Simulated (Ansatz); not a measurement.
**Sensitivity of the gradients in KMgH3N2 to the input**

Cell: an entry of the Crystallography Open Database (COD), its atoms then relaxed with r2SCAN in this cell.

Space group Pnma (No. 62); a = 9.3497, b = 3.6631, c = 9.8901 Å.

| site | Wyckoff | site symmetry | x | y | z |
| --- | --- | --- | --- | --- | --- |
| K | 4c | .m. | 0.2353 | 0.7500 | 0.1706 |
| Mg | 4c | .m. | 0.0385 | 0.2500 | 0.3971 |
| H9 | 4c | .m. | 0.2344 | 0.7500 | 0.4598 |
| H13 | 8d | 1 | 0.4538 | 0.0338 | 0.3613 |
| N21 | 4c | .m. | 0.1252 | 0.7500 | 0.4581 |
| N25 | 4c | .m. | 0.4912 | 0.2500 | 0.3072 |

One atom of each set is listed.

Reference run. The numbers come from a DFT calculation in Ansatz (r2SCAN, plane waves and PAW, scalar-relativistic, 500 eV cutoff, Γ-centred 3×8×3 k-points, Fermi–Dirac smearing 0.02 eV).

(1) The input is changed as follows: `basis.ecutwfc`: not typed → 550 eV. What happens to V_zz (10²¹ V/m²) and η?

Answers

(1) 

| site | V_zz reference | η reference | V_zz changed | η changed |
| --- | --- | --- | --- | --- |
| K | -1.93 | 0.97 | -1.93 | 0.97 |
| Mg | 1.28 | 0.51 | 1.28 | 0.51 |
| H9 | 3.98 | 0.01 | 3.97 | 0.01 |
| H13 | 3.91 | 0.12 | 3.91 | 0.12 |
| N21 | 6.03 | 0.01 | 6.03 | 0.01 |
| N25 | -7.42 | 0.79 | -7.41 | 0.79 |

No V_zz moves by more than 0.01.
